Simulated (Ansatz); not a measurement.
Method: Ansatz 0.2.0, DFT PBE, scalar-relativistic, plane waves, PAW. All cells share a 420 eV cutoff and Γ-centred k meshes spaced about 0.3 Å⁻¹ or finer (0.25 for metals, 2π included). Collinear spin where magnetic atoms keep a moment.

Relaxed structures of Al4Co, with energies over the first row. Coordination counts all near atoms (those within 1.25 times the shortest distance at each site; a plus sign parts nearer from farther groups; a slash parts the counts of unlike sites).

```
#    form                 sites  V (Å³/atom)           coordination  ΔE (meV/atom)     moments
1  P4/nmm  Al 2a, 2c, 4f; Co 2c         15.6  Al 2+5/6+4/13, Co 4+5              0  no moments
2    R-3c     Al 6a, 18e; Co 6b         15.5       Al 2+7/2+9, Co 8             57  no moments
3    I4/m          Al 8h; Co 2a         14.2           Al 12, Co 12             64  no moments
4  P4/nbm          Al 8m; Co 2a         16.1           Al 2+7, Co 8             98  no moments
```

A further structure, relaxed alike (ferromagnetic moments up to 0.3 μB):

```cif
data_structure
_symmetry_space_group_name_H-M 'Im-3m'
_symmetry_Int_Tables_number 229
_cell_length_a 5.5692
_cell_length_b 5.5692
_cell_length_c 5.5692
_cell_angle_alpha 90.000
_cell_angle_beta 90.000
_cell_angle_gamma 90.000
_cell_volume 172.73
loop_
_atom_site_label
_atom_site_type_symbol
_atom_site_symmetry_multiplicity
_atom_site_Wyckoff_symbol
_atom_site_fract_x
_atom_site_fract_y
_atom_site_fract_z
_atom_site_occupancy
Al1 Al 8 c 0.25000 0.25000 0.25000 1
Co1 Co 2 a 0.00000 0.00000 0.00000 1
```

Problem. Where does it fall in the ranking, and at what energy?

Solution. It is the highest, 135 meV/atom above row 1, with space group Im-3m (No. 229) and 17.3 Å³/atom. Counting all near atoms, this cell has Al 2+6, Co 8 and row 1 has Al 2+5/6+4/13, Co 4+5. Al is surrounded by 2 Co at 2.41 Å and 6 Al at 2.78 Å; around Co lie 8 Al at 2.41 Å.

The k mesh leaves some 4 meV/atom of noise in the energy of each metallic cell. The magnetic state reached may not be the lowest. Trial moments fell under 0.15 μB along the way in P4/nmm, R-3c, I4/m and P4/nbm; another start might hold them. With atoms moved at random, row 1 and row 2 came back. Row 3, row 4 and the further cell had no clear such test and can be saddle points. Some types were kept out of the candidates beforehand, so the set may lack a known form.
